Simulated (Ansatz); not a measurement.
The elements of this relaxed trial crystal are hidden behind letters.

```
lattice vectors (Å)
   5.6829    0.0000    0.0000
   0.0000    5.6829    0.0000
   0.0000    0.0000    5.6829
fractional positions
X 0.7453 0.7453 0.7453
X 0.7453 0.2547 0.2547
X 0.2547 0.7453 0.2547
X 0.2547 0.2547 0.7453
Z 0.5000 0.5000 0.5000
Q 0.0000 0.0000 0.5000
Q 0.0000 0.5000 0.0000
Q 0.5000 0.0000 0.0000
```

The calculation used DFT PBE, scalar-relativistic, plane waves, PAW in Ansatz 0.2.0. Settings of the last relaxation (8-atom cell): 420 eV, 6×6×6 k points, Gaussian smearing of 0.02 eV, no spin polarisation.

| Quantity | Value |
| --- | --- |
| Space group | P-43m (No. 215) |
| Conventional cell | a = 5.683 Å |
| Volume per atom | 22.94 Å³ |
| Density | 4.84 g/cm³ |
| Energy over the elements | −0.366 eV/atom |
| Gap on the 6×6×6 mesh of the 8-atom cell | 0.49 eV |

Energies are uncorrected and count from the elements' standard states at the same level.

Problem. X is a p-block element of period 4, Z is a p-block element of period 3 and Q is a p-block element of period 4. Which elements are they?

Solution. X = Ga, Z = P, Q = As, so the formula is Ga4As3P. Density times volume gives a mean mass of 4.84 × 22.94/1.6605 = 66.9 u per atom, and this set has 66.8 u. Around Ga lie 1 P at 2.41 Å and 3 As at 2.48 Å; P is surrounded by 4 Ga at 2.41 Å; As is surrounded by 4 Ga at 2.48 Å. Other sets within the hints have nearly the same mass, so mass alone doesn't settle it; this one was computed.

Kohn–Sham gaps at this level usually fall short of measured ones. Symmetry constrained the relaxation, so the result can be a saddle point.
